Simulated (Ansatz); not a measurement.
**Zone-centre phonons of Ti3Ag at 6 GPa: input and output**

All numbers below come from DFT LDA, scalar-relativistic, plane waves, PAW in Ansatz.

Launched with:
```bash
ansatz run input.yaml --threads 1 --pin off --max-ram 3072MiB --backend cpu --events-out ev --progress --plain --runs-dir out
```

Input (bare energies are in eV):
```yaml
crystal:
  lattice:
    - [3.9395637354, 0.0, 0.0]
    - [0.0, 3.9395637354, 0.0]
    - [0.0, 0.0, 3.9395534433]
  atoms:
    - { symbol: Ti, position: [0.0, 0.5, 0.5] }
    - { symbol: Ti, position: [0.5, 0.0, 0.5] }
    - { symbol: Ti, position: [0.5, 0.5, 0.0] }
    - { symbol: Ag, position: [0.0, 0.0, 0.0] }
basis:
  ecutwfc: 420
kpoints:
  mp_grid: { grid: [10, 10, 10] }
hamiltonian:
  xc: lda
scf:
  occupations: { method: fermi_dirac, width: 0.15 }
output:
  eigenvalues: true
phonons:
  method: dfpt
  eigenvectors: true
```

Results section of the output:
```
--- Phonons (Γ-DFPT): 3 representative perturbations + reference, on 216 of 1000 k-points (Σ response iterations 9) ---
  k mesh reduced under 8 symmetry operations, with k and −k counted as one. Each operation leaves every solved displacement unchanged or reverses it
  ASR residual: 8.019e-4 → 0.000e0 eV/Å²; symmetrization residual: 3.965e-6 eV/Å²
  ASR residual per site (eV/Å²): 8.02e-4 8.02e-4 8.02e-4 1.63e-4
  Γ frequencies (cm⁻¹): 0.00 0.00 0.00 170.18 170.18 170.18 170.74 170.74 170.74 275.07 275.07 275.07
  non-analytic LO–TO correction: not included (Born effective charges unavailable; polar crystals: no LO–TO splitting at Γ)
```

Time: 3.2 min on 1 thread of Arm Neoverse V2, on a shared host, peak memory 1.7 GiB.

In a metal, frequencies and elastic constants depend on the k mesh and the smearing, soft modes and shear constants most. Other phases may be more stable at this pressure.